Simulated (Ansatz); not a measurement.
Ca3C3Cl2: Field gradients at the nuclei

The cell is a computed structure from the Materials Project (it need not be an observed phase), atoms as given.

```
Ca C Cl
1.0
     1.92026   -6.71001    0.00000
     1.92026    6.71001    0.00000
     0.00000    0.00000   11.52305
Ca C Cl
6 6 4
Direct
  0.65602 0.34398 0.06114
  0.34398 0.65602 0.93886
  0.34398 0.65602 0.56114
  0.65602 0.34398 0.43886
  0.12101 0.87899 0.75000
  0.87899 0.12101 0.25000
  0.26727 0.73273 0.13536
  0.73273 0.26727 0.86464
  0.73273 0.26727 0.63536
  0.26727 0.73273 0.36464
  0.74268 0.25732 0.75000
  0.25732 0.74268 0.25000
  0.52931 0.47069 0.25000
  0.47069 0.52931 0.75000
  0.00000 0.00000 0.50000
  0.00000 0.00000 0.00000
```

Sites (sets of like atoms) are named by element and the number of their first atom in this list.

Computed with Ansatz: DFT, PBE, plane waves and PAW, scalar-relativistic, 420 eV cutoff, Γ-centred 9×9×3 k-points, Fermi–Dirac smearing 0.05 eV.

V_zz is the principal component of the electric field gradient with the largest magnitude, η = (V_xx − V_yy)/V_zz and C_Q = eQV_zz/h. Directions are in the Cartesian axes of the cell vectors above, for the atom listed; none is given where the gradient is under 0.02 or η is above 0.95.

Question: What field gradients does the calculation give at each kind of site?

Answer: 

| site | first atom | first shell | V_zz (10²¹ V/m²) | η | direction of V_zz (x, y, z) |
| --- | --- | --- | --- | --- | --- |
| Ca1 | 1 | 3 C at 2.49–2.58 Å, 3 Cl at 2.76–2.93 Å | -1.61 | 0.83 | 0.00 0.53 0.85 |
| Ca5 | 5 | 6 C at 2.52–2.77 Å, 4 Cl at 2.79–3.31 Å; also 2 Ca at 3.70 Å | -1.63 | 0.57 | 1.00 0.00 0.00 |
| C7 | 7 | 1 C at 1.33 Å; also 5 Ca at 2.49–2.77 Å | -1.67 | 0.01 | 0.00 -0.06 1.00 |
| C11 | 11 | 2 C at 1.33 Å, angle 168°; also 6 Ca at 2.52–3.20 Å | -4.25 | 0.04 | 0.00 0.00 1.00 |
| Cl13 | 13 | 4 Ca at 2.76–2.79 Å | 2.55 | 0.16 | 0.00 1.00 0.00 |
| Cl15 | 15 | 6 Ca at 2.93–3.31 Å | 3.32 | 0.85 | 0.00 0.99 -0.12 |

At C7 V_zz points along its bond to C (within 10°). At C11 V_zz points along the line of its two bonds (within 1°).

The largest force is 0.3 eV/Å, so the atoms aren't at the calculated equilibrium and relaxing them would move these values.

The run took 58 s of wall time (58 s of CPU time) and 1.1 GiB at its peak, on 1 thread of Intel Xeon 6975P-C (Granite Rapids) (x86_64; 48 cores open to the job, memory cap 2.5 GiB, no GPU), a shared host with a load of 0.6 a core.
